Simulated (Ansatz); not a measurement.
Cs (bcc (W type), Im-3m) at seven volumes, plane-wave PAW r²SCAN (Ansatz code), scaled uniformly. One row is withheld.

```json
[
 {"V (Å³/atom)": "112.032", "P (GPa)": "0.21"},
 {"V (Å³/atom)": "115.725", "P (GPa)": "0.13"},
 {"V (Å³/atom)": "119.419", "P (GPa)": "0.06"},
 {"V (Å³/atom)": "123.112", "P (GPa)": "0.00"},
 {"V (Å³/atom)": "126.805", "P (GPa)": "-0.05"},
 {"V (Å³/atom)": "130.499", "P (GPa)": "-0.10"},
 {"V (Å³/atom)": "134.192", "P (GPa)": "?"}
]
```

Q: Fit the shown pressures and predict the withheld one.

A: P = (3/2)B₀(x^(7/2) − x^(5/2))[1 + (3/4)(B′ − 4)(x − 1)] with x = (V₀/V)^(2/3). Least squares on the six rows gives V₀ = 123.137 Å³/atom, B₀ = 1.9 GPa, B′ = 3.51. At V = 134.192, x = 0.9443 and P = -0.14 GPa. The run itself gave -0.14 GPa.

Symmetry was held in the r²SCAN relaxation; phonons on a q-mesh show no instability. Spin–orbit coupling is left out wherever it is not named.

Potentials: the later of the program's two PAW sets.
